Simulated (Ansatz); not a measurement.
The relaxed structure here is a generated cell of WS2: the first start was made by a random draw of sites in a space group, and the end was not matched to a known phase here, so it may be hypothetical. Known forms of WS2 include space group No. 194.

One starting cell of WS$_{2}$ (a randomly generated symmetric cell of WS2 (space group No. 65)) was relaxed twice with Ansatz (plane waves, PAW, scalar-relativistic): with PBEsol at 420 eV and with PBE at 420 eV. The PBEsol result:

```cif
data_S2W
_chemical_formula_sum 'S2 W1'
_space_group_name_H-M_alt 'P4/mmm'
_space_group_IT_number 123
_space_group_name_Hall '-P 4 2'
_cell_length_a 3.38932
_cell_length_b 3.38932
_cell_length_c 4.53146
_cell_angle_alpha 90.000
_cell_angle_beta 90.000
_cell_angle_gamma 90.000
loop_
_atom_site_label
_atom_site_type_symbol
_atom_site_symmetry_multiplicity
_atom_site_Wyckoff_symbol
_atom_site_fract_x
_atom_site_fract_y
_atom_site_fract_z
_atom_site_occupancy
S1 S 1 c 0.50000 0.50000 0.00000 1
S2 S 1 a 0.00000 0.00000 0.00000 1
W1 W 1 d 0.50000 0.50000 0.50000 1
```

| quantity | PBEsol | PBE |
|---|---|---|
| space group | P4/mmm | P4/mmm |
| volume (Å³/atom) | 17.35 | ___ |
| a (Å) | 3.389 | ___ |
| c (Å) | 4.531 | ___ |
| gap (eV, no spin-orbit coupling) | 0.00 | ___ |

Question: Fill in the PBE column.

Answer: 
- volume (Å³/atom), PBE: 18.32
- a (Å), PBE: 3.474
- c (Å), PBE: 4.556
- gap (eV, no spin-orbit coupling), PBE: 0.00

Both levels end in the same structure; PBE's volume is 5.6 % larger. Neither column is exact.

No spin polarisation in the result. A magnetic state may lie lower.

The run could not lose the symmetry of its start: the end is stationary, and may be a saddle point rather than a minimum.

All atoms sit on sites fixed by symmetry, so only the cell could relax.

Ansatz is a first-principles code.
